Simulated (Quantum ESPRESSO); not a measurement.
```cif
data_Ag4I4
_chemical_formula_sum 'Ag4 I4'
_space_group_name_H-M_alt 'F-43m'
_space_group_IT_number 216
_space_group_name_Hall 'F -4 2 3'
_cell_length_a 6.57459
_cell_length_b 6.57459
_cell_length_c 6.57459
_cell_angle_alpha 90.000
_cell_angle_beta 90.000
_cell_angle_gamma 90.000
loop_
_atom_site_label
_atom_site_type_symbol
_atom_site_symmetry_multiplicity
_atom_site_Wyckoff_symbol
_atom_site_fract_x
_atom_site_fract_y
_atom_site_fract_z
_atom_site_occupancy
Ag1 Ag 4 a 0.00000 0.00000 0.00000 1
I1 I 4 d 0.75000 0.75000 0.75000 1
```
(The calculation used a cell of 2 atoms; values per cell refer to that cell.)

The PBEsol cell relaxed from Materials Project entry mp-22925 was given an isotropic strain of +2 % on all lattice vectors, and the atoms were relaxed again.

Problem. What does PBEsol (Quantum ESPRESSO, PseudoDojo norm-conserving, 82 Ry, without SOC) give for the electronic structure near the Fermi level?

Solution. The PBEsol gap is direct, 1.20 eV at Γ. Without spin-orbit coupling, band edges of such heavy elements can be off by tenths of an eV.
